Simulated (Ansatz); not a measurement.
# Na started on a Sr site next to an O vacancy in cubic perovskite SrTiO3, 39 atoms, charge +1

All numbers come from Ansatz (PAW, plane waves, no spin–orbit coupling) at the single k point (¼, ¼, ¼) without its symmetry partners. The atoms were relaxed with PBEsol in a fixed cell; other functionals are single points on those atoms unless said otherwise. The valence top and gap of the host come from its small cell on a dense mesh, with the band extrema sought between the mesh points, lined up by the mean potential, PBEsol gap 1.85 eV, HSE06 gap 3.37 eV. The charge correction uses an assumed dielectric constant of 300.

Cell: a = 7.783 Å, b = 7.783 Å, c = 7.783 Å, α = 90.00°, β = 90.00°, γ = 90.00°.

Nearest atoms after relaxation, from the placed atom (for vacancies from the middle of the vacant sites): O at 2.64 Å, O at 2.65 Å, O at 2.68 Å, O at 2.69 Å, O at 2.70 Å, O at 2.78 Å, O at 2.78 Å, O at 2.81 Å.

Chemical potentials μ are those of reference phases of the elements at zero temperature by the same functional (the usual solids, diamond for C, grey Sn, and the molecules H2, N2, O2, F2, Cl2, Br2 and S8).

```tsv
functional	E(defect) − E(host) − Σ nμ + q·E_VBM (eV)	monopole (eV)	alignment (eV)	formation energy at E_F = VBM (eV)	moment (μB)	wall time, shared host
PBEsol	6.01	0.01	-0.59	5.43	0 (no spin)	64 s on NVIDIA H100 (relaxation)
```

Task: Estimate the formation energy and moment that HSE06 gives on these atoms.

Result: 4.50 eV at E_F = VBM (5.08 eV before the monopole term 0.01 eV and the alignment -0.59 eV), moment 0 (no spin).

Task: How does the monopole term follow by hand for this cubic cell?

Result: q²·α·e²/(4πε₀)/(2εL) with the Madelung constant α = 2.837 and e²/4πε₀ = 14.40 eV·Å: 1 × 2.837 × 14.40 / (2 × 300 × 7.783) = 0.01 eV.

All elements are taken at their own reference at once; growth conditions in equilibrium with the host shift these energies, by up to the host's formation enthalpy.

The ideal cubic host may itself distort, and that gain is in these energies.

One k point and a cell of this size can leave errors of several tenths of an eV in such numbers.
